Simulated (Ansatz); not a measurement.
A run on BiTe that went wrong

The input below was meant for crystalline BiTe, with PBE, plane waves and PAW in Ansatz.

```yaml
crystal:
  lattice:
    - [0.0, 3.235, 3.235]
    - [3.235, 0.0, 3.235]
    - [3.235, 3.235, 0.0]
  atoms:
    - { symbol: Bi, position: [0.0, 0.0, 0.0] }
    - { symbol: Te, position: [0.5, 0.5, 0.5] }
basis:
  ecutwfc: 110
kpoints:
  mp_grid: { grid: [12, 12, 12] }
hamiltonian:
  xc: pbe
scf:
  occupations: { method: gaussian, width: 0.1 }
output:
  forces: true
  stress: true
  eigenvalues: true
```

From the log (HF is the Harris–Foulkes energy, dr2 the density residual in eV):

```text
Pseudopotential: Te, paw, valence charge 16, recommended cutoff 420 eV (normal)
Crystal: 2 atoms, lattice volume = 67.710 Å³
Basis set: ecut = 110 eV, 169 PW (Γ), exchange–correlation on 32×32×32 points (8 copies of the dense FFT grid, shifted against one another)
Bands: 20, of which v1, the nominal top of the filled ones, is band 16 counted from 1 (15 counted from 0)
Symmetry: 48 space group operations
Space group: Fm-3m (ITA 225), of the structure as read, at distance tolerance 4.1e-5 Å
k-points: 72 of 1728
Initial density: superposition of atomic densities, corrected by the library's trained network
SCF iter   1: HF=-19016.001788 eV  Δρ=6.66e-1  dr2=2.27e2
SCF iter   2: HF=-18916.096248 eV  Δρ=2.63e-1  dr2=5.39e1
SCF iter   3: HF=-18891.603244 eV  Δρ=5.82e-2  dr2=5.97e0
SCF iter   4: HF=-18890.057107 eV  Δρ=2.41e-2  dr2=9.99e-1
   ...
SCF iter  10: HF=-18889.769423 eV  Δρ=4.81e-5  dr2=2.47e-6
SCF iter  11: HF=-18889.769423 eV  Δρ=1.17e-5  dr2=2.58e-7
SCF iter  12: F=-18889.769423 eV  HF=-18889.769423 eV  Δρ=2.11e-6  dr2=5.51e-9
SCF 1 converged in 12 iterations: F = -18889.769423 eV  dr2 = 5.51e-9
SCF converged after 12 iterations
Free energy (F): -18889.769423 eV
E sigma→0 (E₀):  -18889.764051 eV
Entropy (-TS):   -0.010744 eV (-5.372 meV/atom)
Fermi energy:    8.044273 eV
--- Forces (eV/Å), atoms counted from 1 ---
  atom   1  Bi    -0.00000000     0.00000000    -0.00000000
  atom   2  Te     0.00000000    -0.00000000     0.00000000
--- Stress (GPa, compression-positive) ---
      -65.388165      -0.000000      -0.000000
        0.000000     -65.388165       0.000000
       -0.000000       0.000000     -65.388165
  P = ⅓ Tr σ = -65.3882 GPa (-653.882 kbar)
```

Question: What is the cause?
A. An atom listed twice
B. A cutoff far under the potentials' need
C. Too few SCF iterations allowed
D. Starting moments without spin polarisation
E. Two atoms' positions swapped

Answer: B. The plane waves can't represent the pseudo-wavefunctions. The cure is the recommended cutoff.

The change to the input:

```diff
 basis:
-  ecutwfc: 110
+  ecutwfc: 420
```

With the mended input the run converges and gives a pressure of 0.72 GPa, no gap. The faulty run's energy lay 243 eV per atom higher.